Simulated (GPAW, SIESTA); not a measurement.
## Pb2O: energy against volume and a worked fit

```yaml
crystal:
  lattice:
    - [5.38000, 0.00000, 0.00000]
    - [0.00000, 5.38000, 0.00000]
    - [0.00000, 0.00000, 5.38000]
  atoms:
    - { symbol: Pb, position: [0.75000, 0.25000, 0.75000] }
    - { symbol: Pb, position: [0.25000, 0.75000, 0.75000] }
    - { symbol: Pb, position: [0.75000, 0.75000, 0.25000] }
    - { symbol: Pb, position: [0.25000, 0.25000, 0.25000] }
    - { symbol: O, position: [0.50000, 0.50000, 0.50000] }
    - { symbol: O, position: [0.00000, 0.00000, 0.00000] }
```

The cell was scaled at fixed shape and fractions and run with SIESTA, files PseudoDojo sr-pbesol-0.4.1-standard, DZP (energy shift 0.003 Ry; two zetas on semicore shells); PBEsol, k mesh 5 × 5 × 5 on the cell of 6 atoms, fermi-dirac occupations of 0.05 eV, no spin polarisation, no spin-orbit coupling. Energies are those that the program minimises, any entropy of the smearing included. For a metal such a mesh isn't converged to the digits shown.

| V (Å³/atom) | energy over the lowest row (meV/atom) |
| --- | --- |
| 24.3963 | 34.87 |
| 24.9153 | 19.36 |
| 25.4344 | 8.66 |
| 25.9535 | 2.45 |
| 26.4725 | 0.00 |
| 26.9916 | ? |
| 27.5107 | 5.31 |

Q: Fit the third-order Birch-Murnaghan form, give V0, B0 and B′, and predict the energy left open.

A: With y = (V0/V)^(2/3), E = E0 + (9 V0 B0/16) [(y - 1)³ B′ + (y - 1)² (6 - 4y)]. Least squares through the rows shown give V0 = 26.5609 Å³/atom, E0 = -0.03 meV, B0 = 53.88 GPa (1 eV/Å³ = 160.218 GPa) and B′ = 4.74, with a largest miss of 0.04 meV. At V = 26.9916 the form with these constants gives 1.11 meV; the run gave 1.04 meV an atom. Other set-ups at this level, from all their volumes (Å³/atom, GPa): GPAW, PAW data sets generated for this functional: V0 25.757, B0 54.27.
